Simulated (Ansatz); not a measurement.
# ZnGeAs$_{2}$: do energies and stresses tell the same story?

The calculation used DFT r2SCAN, scalar-relativistic, plane waves, PAW (Ansatz).

Plane waves to 500 eV, a k mesh through Γ of 8×8×8 on the computed 8-atom cell and Gaussian smearing (0.02 eV); no spin polarisation.

Relaxed cell: I-42d, a = 5.674 Å, b = 5.674 Å, c = 11.198 Å, α = 90.00°, β = 90.00°, γ = 90.00°, 8 atoms in the primitive cell. Whether it is the stable form of this composition wasn't checked.

Energies at zero smearing and pressures from the stress tensor, at volumes with shape and atoms relaxed:
```tsv
V (Å³/atom)	E − E(first) (meV/atom)	P (GPa)
19.827	0.00	11.95
20.503	-42.19	8.17
21.179	-69.71	4.98
21.855	-84.84	2.28
22.531	-89.51	0.00
23.207	-85.32	-1.93
23.883	-73.66	-3.56
24.784	-48.45	-5.34
```

**Question.** Check P = −dE/dV between neighbouring volumes, and get the bulk modulus from the pressures alone.

**Answer.** With 1 eV/Å³ = 160.2 GPa:
| middle V (Å³/atom) | −ΔE/ΔV (GPa) | mean P (GPa) |
| --- | --- | --- |
| 20.165 | 10.001 | 10.057 |
| 20.841 | 6.523 | 6.572 |
| 21.517 | 3.587 | 3.627 |
| 22.193 | 1.106 | 1.138 |
| 22.869 | -0.992 | -0.966 |
| 23.545 | -2.764 | -2.743 |
| 24.333 | -4.482 | -4.447 |

The two differ by 0.06 GPa at most. The mean of two end pressures misses the average over a step by about ΔV² P″/12, up to 0.05 GPa here; with that taken off 0.00 GPa remains. Around V = 22.531 Å³/atom, the two neighbours give B = −V ΔP/ΔV = 22.531 × 4.21 / 1.352 = 70.1 GPa, against B0 = 69.7 GPa from the Birch–Murnaghan fit of the energies.

Cost: 9 runs of about 31 core-minutes in all, on Intel Xeon 6975P-C (Granite Rapids) (shared hosts).